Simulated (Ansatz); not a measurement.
Given:

MgS:
```yaml
crystal:
  lattice:
    - [0.00000, 2.60155, 2.60155]
    - [2.60155, 0.00000, 2.60155]
    - [2.60155, 2.60155, 0.00000]
  atoms:
    - { symbol: Mg, position: [0.50000, 0.50000, 0.50000] }
    - { symbol: S, position: [0.00000, 0.00000, 0.00000] }
```

This is the r²SCAN-relaxed structure.

Q: All from r²SCAN (plane waves, PAW; program Ansatz), unless another level is named. Estimate the formation energy from the elements (no fitted shifts).

A: -1.68 eV/atom.

Q: Give the conduction-band minimum.

A: at X (3 equivalent valleys).

Q: What about the weight of the conduction-edge state by species (Voronoi cells)?

A: Mg 67 %, S 33 %.

Q: Next, the valence-band maximum?

A: at Γ.

Space group Fm-3m (rock salt). The r²SCAN relaxation kept the symmetry of its start. The references are the lowest solids computed at this level, not always the standard phases.

Potentials: the later of the program's two PAW sets.
